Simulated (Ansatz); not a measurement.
BeS:
Space group F-43m (No. 216); a = b = c = 4.796 Å, α = β = γ = 90.00°

```json
[
 {"atom": "S", "site": "4c", "symmetry": "-43m", "x": "0.2500", "y": "0.2500", "z": "0.2500"},
 {"atom": "Be", "site": "4a", "symmetry": "-43m", "x": "0.0000", "y": "0.0000", "z": "0.0000"}
]
```
(The calculation used a cell of 2 atoms; values per cell refer to that cell.)

Relaxed with LDA.

Q: Give the optical modes at the zone centre with their infrared and Raman activity from DFPT, plane-wave PAW LDA (Ansatz code).

A: Transverse frequencies, without the LO–TO term; a row sums one degenerate level.

```json
[
 {"ω (cm⁻¹)": "593", "degeneracy": "3", "IR ((D/Å)²/amu)": "23.30", "Raman (Å⁴/amu)": "52", "activity": "IR+Raman", "symmetry": "T2"}
]
```

Q: How high does the top mode go among those that the LO–TO term moves?

A: 680 cm⁻¹ for q along x.

The cell was relaxed with LDA under the symmetry of its start; phonons on a q-mesh show no instability.

Potentials: the later of the program's two PAW sets.
